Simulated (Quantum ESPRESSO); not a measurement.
Si3GaO7F, convergence and cost over cutoff and k mesh

A calculation, not a measurement. The program is pw.x of Quantum ESPRESSO 7.5 (plane-wave density functional theory). The cell is made up: 12 atoms on a fluorite lattice, with randomly drawn elements, strain and displacements, not relaxed. PseudoDojo standard norm-conserving files (v0.5 for PBE, v0.4.1 for LDA and PBEsol) set the functional; there is no spin polarisation, spin-orbit coupling or dispersion term, and the masses in the input are unused placeholders.

Input of the run in row 4:

```
&control calculation='scf', pseudo_dir='./dojo.nc.sr.pbe.v0_5.standard.upf', outdir='./o', disk_io='low', tprnfor=.true., tstress=.true. /
&system ibrav=0, nat=12, ntyp=4, nbnd=43, ecutwfc=84.00895049, nosym=.true., tot_charge=0,
 occupations='smearing', smearing='fd', degauss=0.0018374661
/
&electrons conv_thr=7.350e-09, electron_maxstep=60, /
ATOMIC_SPECIES
F 1.0 F.upf
Ga 1.0 Ga.upf
O 1.0 O.upf
Si 1.0 Si.upf
CELL_PARAMETERS angstrom
4.6709 0.0 0.0
0.0 4.6709 0.0
0.0 0.0 4.6709
ATOMIC_POSITIONS angstrom
Si -0.0512 0.0095 -0.032
Ga -0.0257 2.3389 2.3439
Si 2.3768 0.0025 2.3275
Si 2.3 2.3048 -0.0293
O 1.1384 1.1794 1.1307
O 1.123 1.2177 3.5022
F 1.1342 3.5251 1.1562
O 1.1686 3.5208 3.4658
O 3.4925 1.1499 1.1225
O 3.4456 1.1666 3.5041
O 3.5175 3.5387 1.184
O 3.549 3.4278 3.4724
K_POINTS automatic
5 5 5 1 1 1
```

The same cell was run at these settings. Meshes are shifted by half a step, and differences are from the last row, which is itself not exact.

```
cutoff (eV)     k mesh  k points solved  threshold (eV)  free energy less the last row's (eV)  pressure (GPa)  largest stress difference (GPa)  largest force difference (eV/Å)  iterations  wall time (s)  k-point pools              processor
        800  2 x 2 x 2                4           1e-04                                 1.610          -26.10                            27.84                            0.156           9              8              4  AMD EPYC, Zen 5 class
       1143  2 x 2 x 2                4           1e-07                                -0.520            1.72                             0.10                            0.153          13             12              4  AMD EPYC, Zen 5 class
        737  5 x 5 x 5               63           1e-07                                 5.479          -57.50                            59.21                            0.097          13             46              4  AMD EPYC, Zen 5 class
       1143  5 x 5 x 5               63           1e-07                                 0.001            1.69                             0.02                            0.002          13             73              4  AMD EPYC, Zen 5 class
       1437  7 x 7 x 7              172           1e-07                                 0.000            1.71                             0.00                            0.000          13            254              4  AMD EPYC, Zen 5 class
```

Each pool is one process. Wall times include start-up and a band step at six k points, which weighs most on the coarsest meshes. The runs were on shared virtual cores whose load varied, so times are rough.